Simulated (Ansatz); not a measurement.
LaGe₃Ru in space group I4mm (No. 107; La on 2a, Ge on 2a, Ge on 4b, Ru on 2a), plane-wave PAW r²SCAN (Ansatz code), all energies at zero smearing, with the estimated change up to a 700 eV cutoff added, with one set of potentials and settings (totals compare only within such a set). Cell of 5 atoms (1 La, 3 Ge, 1 Ru): -25067.399 eV.

```tsv
element	reference phase	E (eV/atom)
La	P6_3/mmc, 4 atoms in the cell	-6264.6784
Ge	Fd-3m, 2 atoms in the cell	-4302.9041
Ru	P6_3/mmc, 2 atoms in the cell	-5890.7039
```

Formation energy per atom, worked out: (-25067.399 − 1×(-6264.6784) − 3×(-4302.9041) − 1×(-5890.7039))/5 = -0.661 eV/atom (-64 kJ per mol of atoms), at 0 K, without zero-point energy or fitted corrections.

The workflow started from a Materials Project entry (that database holds measured and hypothetical structures alike); the Crystallography Open Database copy checked does not list it. Whether it is the stable phase at ambient conditions was not checked. Symmetry was held in the r²SCAN relaxation; its stability against distortions is not shown here. The run is not spin-polarised. The references are the lowest solids computed at this level, not always the standard phases. Scalar-relativistic: spin–orbit coupling is off unless named, which matters more the heavier the elements.

Potentials: the later of the program's two PAW sets.
